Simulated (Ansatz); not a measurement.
# Property card for CaSb4

Level of theory: DFT PBE, scalar-relativistic, plane waves, PAW in Ansatz.

Plane waves to 420 eV, a k mesh through Γ of 10×10×6 on the computed 5-atom cell and Gaussian smearing (0.10 eV); no spin polarisation.

The structure is relaxed at this level of theory with its symmetry kept, and needn't be the ground state of this composition.

```
Ca Sb
1.0
     5.04544   -2.13273    0.00000
     5.04544    2.13273    0.00000
    -4.62608    0.00000    7.94212
Ca Sb
1 4
Direct
  0.50000 0.50000 0.00000
  0.83253 0.83253 0.41331
  0.70957 0.70957 0.82375
  0.29043 0.29043 0.17625
  0.16747 0.16747 0.58669
```

- Space group: C2/m (No. 12)
- Volume per atom: 34.18 Å³
- Formation energy from the elements' standard states (uncorrected): -0.278 eV/atom
- Kohn–Sham band gap: none (metal)
- Density of states at the Fermi level: 0.6 states/eV per cell
- Orbital (Löwdin) character within 0.5 eV of the Fermi level: Sb 5p 78 %, Sb 5s 9 %, unprojected 11 %
- Bader charge by site (e): Ca (1 in the cell) 1.36, Sb (2 in the cell) -0.01, Sb (2 in the cell) -0.67

Spin-orbit coupling is left out, which matters for the bands of heavy elements.

The cell was found from a structure generator's guess, not taken from experiment. Löwdin shares on free-atom orbitals overweight diffuse shells.
